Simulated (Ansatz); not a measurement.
Method: DFT PBE, scalar-relativistic, plane waves, PAW (Ansatz). Settings: cutoff 420 eV, Γ-centred meshes spaced at most about 0.3 Å⁻¹, and about 0.25 Å⁻¹ or finer for metals (2π included), Gaussian smearing. No spin polarisation in the final relaxations.

Each of these unrelaxed guesses is relaxed in cell and atoms within its symmetry. A guess keeps its type if space group and coordination stay and the shape of the cell changes little (axis ratios within about 15 %, angles within 6°); the volume may change.

1. Cu2W

```
CELL_PARAMETERS angstrom
0.00000 2.59642 2.59642
2.59642 0.00000 2.59642
2.59642 2.59642 0.00000
ATOMIC_POSITIONS crystal
Cu 0.25000 0.25000 0.25000
Cu 0.75000 0.75000 0.75000
W 0.00000 0.00000 0.00000
```

2. Si2BiTe2

```
CELL_PARAMETERS angstrom
4.68268 0.00000 0.00000
-2.34134 4.05532 0.00000
0.00000 0.00000 7.90988
ATOMIC_POSITIONS crystal
Si 0.66667 0.33333 0.37033
Si 0.33333 0.66667 0.62967
Bi 0.00000 0.00000 0.00000
Te 0.66667 0.33333 0.74603
Te 0.33333 0.66667 0.25397
```

3. NbAl2F3

```
CELL_PARAMETERS angstrom
2.43510 1.40591 3.94963
-2.43510 1.40591 3.94963
0.00000 -2.81182 3.94963
ATOMIC_POSITIONS crystal
Al 0.62273 0.62273 0.62273
Al 0.37727 0.37727 0.37727
Nb 0.00000 0.00000 0.00000
F 0.00000 0.50000 0.00000
F 0.50000 0.00000 0.00000
F 0.00000 0.00000 0.50000
```

4. Lu2ScN3

```
CELL_PARAMETERS angstrom
4.15076 0.00000 0.00000
-2.07538 3.59466 0.00000
0.00000 0.00000 7.90694
ATOMIC_POSITIONS crystal
Lu 0.66667 0.33333 0.81995
Lu 0.66667 0.33333 0.18005
Sc 0.00000 0.00000 0.00000
N 0.00000 0.00000 0.21746
N 0.00000 0.00000 0.78254
N 0.00000 0.00000 0.50000
```

Q: Which guesses survive the relaxation?

A: Guess 1 keeps its type. Symmetry leaves only the cell edge free in guess 1, so these can't change.

| guess | kept | start group | end group | V start (Å³/atom) | V end | b/a and c/a, end over start | nearest neighbours start | nearest neighbours end |
| --- | --- | --- | --- | --- | --- | --- | --- | --- |
| 1 | yes | Fm-3m | Fm-3m | 11.7 | 16.2 | 1.00, 1.00 | Cu 4, W 8 | Cu 4, W 8 |
| 2 | no | P-3m1 | P-3m1 | 30.0 | 29.2 | 1.00, 1.47 | Bi 6, Si 4, Te 4 | Bi 6, Si 4, Te 1 |
| 3 | no | R-3m | R-3m | 13.5 | 13.6 | 1.00, 1.00 | Al 16, F 6, Nb 6 | Al 3, F 2, Nb 6 |
| 4 | no | P-6m2 | P-6m2 | 19.7 | 15.7 | 1.00, 1.38 | Lu 3, N 1/2, Sc 2 | Lu 6, N 4/8, Sc 2 |

Neighbours count within 15 % of an atom's shortest distance; end groups are read at 0.02 Å (0.05 Å in metals).

These runs have no spin–orbit coupling, which can matter for Bi, Te and W. In Si2BiTe2 P-3m1 an odd number of electrons in the primitive cell allows no gap without spin; a larger cell or a magnetic state could open one. A magnetic state wasn't ruled out in cells without spin, among them Si2BiTe2 P-3m1, NbAl2F3 R-3m. Cells relaxed within their symmetry can be saddle points.

In counts of neighbours, a slash parts the counts of unlike sites.
